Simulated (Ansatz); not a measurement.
# HfSn3O8 (Cm)

All numbers below come from DFT PBE, scalar-relativistic, plane waves, PAW in Ansatz.

Plane waves to 420 eV, a k mesh through Γ of 8×8×4 on the computed 12-atom cell and Gaussian smearing (0.02 eV); no spin polarisation.

The structure is relaxed at this level of theory with its symmetry kept, and needn't be the ground state of this composition.

```cif
data_structure
_symmetry_space_group_name_H-M 'Cm'
_symmetry_Int_Tables_number 8
_cell_length_a 11.3264
_cell_length_b 4.0214
_cell_length_c 8.0454
_cell_angle_alpha 90.000
_cell_angle_beta 110.932
_cell_angle_gamma 90.000
_cell_volume 342.27
loop_
_atom_site_label
_atom_site_type_symbol
_atom_site_symmetry_multiplicity
_atom_site_Wyckoff_symbol
_atom_site_fract_x
_atom_site_fract_y
_atom_site_fract_z
_atom_site_occupancy
Hf1 Hf 2 a 0.62013 0.50000 0.06151 1
Sn1 Sn 2 a 0.87628 0.50000 0.43828 1
Sn2 Sn 2 a 0.87028 0.50000 0.93759 1
Sn3 Sn 2 a 0.62660 0.50000 0.56251 1
O1 O 2 a 0.56959 0.00000 0.03615 1
O2 O 2 a 0.67487 0.50000 0.33616 1
O3 O 2 a 0.67124 0.50000 0.83793 1
O4 O 2 a 0.57691 0.00000 0.53760 1
O5 O 2 a 0.82578 0.50000 0.66325 1
O6 O 2 a 0.91839 0.00000 0.96193 1
O7 O 2 a 0.92608 0.00000 0.46354 1
O8 O 2 a 0.82309 0.50000 0.16356 1
```

(1) Formation energy from the elements' standard states (uncorrected)?

(2) Kohn–Sham band gap?

(3) Orbital (Löwdin) character of the top 1 eV of the valence band?

(4) Orbital (Löwdin) character of the lowest 1 eV of the conduction band?

(5) Electron masses at the edge by direction of the standard setting (m_e; one valley, along these axes only; no spin-orbit coupling)?

(6) Hole masses at the edge by direction of the standard setting (m_e; one valley, along these axes only; no spin-orbit coupling)?

Spin-orbit coupling is left out, which matters for the bands of heavy elements.

## Answers

(1) -2.024 eV/atom.

(2) 2.10 eV, indirect from (0.250, -0.250, 0.000) to Γ.

(3) O 2p 96 %.

(4) Sn 5s 44 %, O 2p 24 %, O 2s 19 %.

(5) x: 0.31; y: 0.32; z: 0.30.

(6) x: 2.6; y: 2.6; z: 4.1.

The cell was found from a structure generator's guess, not taken from experiment. Kohn–Sham gaps at this level usually fall short of measured ones. Löwdin shares on free-atom orbitals overweight diffuse shells in the empty bands.
